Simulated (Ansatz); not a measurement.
## Sensitivity of the gradients in SnS with potassium replacing Sn to the input

Cell: a supercell of SnS (space group Pnma) built from a computed structure from the Materials Project (it need not be an observed phase), with all atoms left at the host's positions.

```xyz
32
Lattice="11.3920 0.0000 0.0000 0.0000 7.9137 0.0000 0.0000 0.0000 9.0656" Properties=species:S:1:pos:R:3 pbc="T T T"
K     7.0817    0.9892    1.6751
Sn    7.0817    0.9892    6.2079
Sn    7.0817    4.9461    1.6751
Sn    7.0817    4.9461    6.2079
Sn    4.3104    2.9676    2.8578
Sn    4.3104    2.9676    7.3906
Sn    4.3104    6.9245    2.8578
Sn    4.3104    6.9245    7.3906
Sn   10.0064    2.9676    3.9415
Sn   10.0064    2.9676    8.4743
Sn   10.0064    6.9245    3.9415
Sn   10.0064    6.9245    8.4743
Sn    1.3856    0.9892    0.5914
Sn    1.3856    0.9892    5.1242
Sn    1.3856    4.9461    0.5914
Sn    1.3856    4.9461    5.1242
S     3.9587    0.9892    0.0480
S     3.9587    0.9892    4.5808
S     3.9587    4.9461    0.0480
S     3.9587    4.9461    4.5808
S     7.4333    2.9676    4.4848
S     7.4333    2.9676    9.0176
S     7.4333    6.9245    4.4848
S     7.4333    6.9245    9.0176
S     1.7373    2.9676    2.3144
S     1.7373    2.9676    6.8472
S     1.7373    6.9245    2.3144
S     1.7373    6.9245    6.8472
S     9.6547    0.9892    2.2184
S     9.6547    0.9892    6.7512
S     9.6547    4.9461    2.2184
S     9.6547    4.9461    6.7512
```

Sites (sets of like atoms) are named by element and the number of their first atom in this list.

Reference run. All values are calculated (Ansatz; DFT, PBE, plane waves and PAW, scalar-relativistic, 420 eV cutoff, Γ-centred 2×3×2 k-points, Fermi–Dirac smearing 0.01 eV, cell charge -1), not measured.

Q: The input is changed as follows: `hamiltonian.pseudopotentials`: {kind: paw} → {kind: paw, source: ansatz}; `scf.algorithm`: not typed → density_mixing. What happens to V_zz (10²¹ V/m²) and η?

A: 

```json
{"site": "K", "atom": "1", "V_zz reference": "1.74", "η reference": "0.06", "V_zz changed": "1.71", "η changed": "0.05"}
{"site": "Sn2", "atom": "2", "V_zz reference": "-12.70", "η reference": "0.37", "V_zz changed": "-12.89", "η changed": "0.38"}
{"site": "Sn3", "atom": "3", "V_zz reference": "-13.70", "η reference": "0.56", "V_zz changed": "-13.92", "η changed": "0.57"}
{"site": "Sn4", "atom": "4", "V_zz reference": "-12.48", "η reference": "0.32", "V_zz changed": "-12.67", "η changed": "0.33"}
{"site": "Sn9", "atom": "9", "V_zz reference": "-13.08", "η reference": "0.55", "V_zz changed": "-13.28", "η changed": "0.56"}
{"site": "Sn10", "atom": "10", "V_zz reference": "-14.69", "η reference": "0.13", "V_zz changed": "-14.97", "η changed": "0.14"}
{"site": "Sn13", "atom": "13", "V_zz reference": "-12.29", "η reference": "0.26", "V_zz changed": "-12.46", "η changed": "0.27"}
{"site": "Sn14", "atom": "14", "V_zz reference": "-12.08", "η reference": "0.36", "V_zz changed": "-12.23", "η changed": "0.37"}
{"site": "Sn16", "atom": "16", "V_zz reference": "-12.04", "η reference": "0.36", "V_zz changed": "-12.19", "η changed": "0.37"}
{"site": "S22", "atom": "22", "V_zz reference": "-10.73", "η reference": "0.50", "V_zz changed": "-10.74", "η changed": "0.50"}
{"site": "S29", "atom": "29", "V_zz reference": "-11.57", "η reference": "0.27", "V_zz changed": "-11.58", "η changed": "0.27"}
{"site": "S30", "atom": "30", "V_zz reference": "-4.36", "η reference": "0.22", "V_zz changed": "-4.36", "η changed": "0.22"}
```

The largest change of V_zz is on Sn10, from -14.69 to -14.97. In per cent, |V_zz| changes by -1 on K, +1 to +2 on Sn, 0 on S (all sites that start above 0.5). The table leaves out 12 of the 24 sites, with |V_zz| up to 13.53; their tensors move by 0.20 at most along any direction. The statements above cover all sites. The cutoff that the program takes moves with it, from 420 to 640 eV. The changed run reads another set of PAW files, with 435 valence electrons a neutral cell instead of 315. SCF iterations: 9 and 11.

On the reference run: The defect repeats with the cell of 32 atoms, so it feels its images: sites between two images don't show the values beside a lone defect, and zeros or small values of η there can come from the images' arrangement. S and Sn carry a gradient in the pure host already, so the values there aren't the defect's effect alone. A uniform background compensates the cell's charge. Without spin–orbit coupling (the program notes it for Sn) the gradients can shift somewhat, as the gap is small. The neighbours have not yet relaxed around the defect (largest force 2.4 eV/Å), so a real crystal will differ.
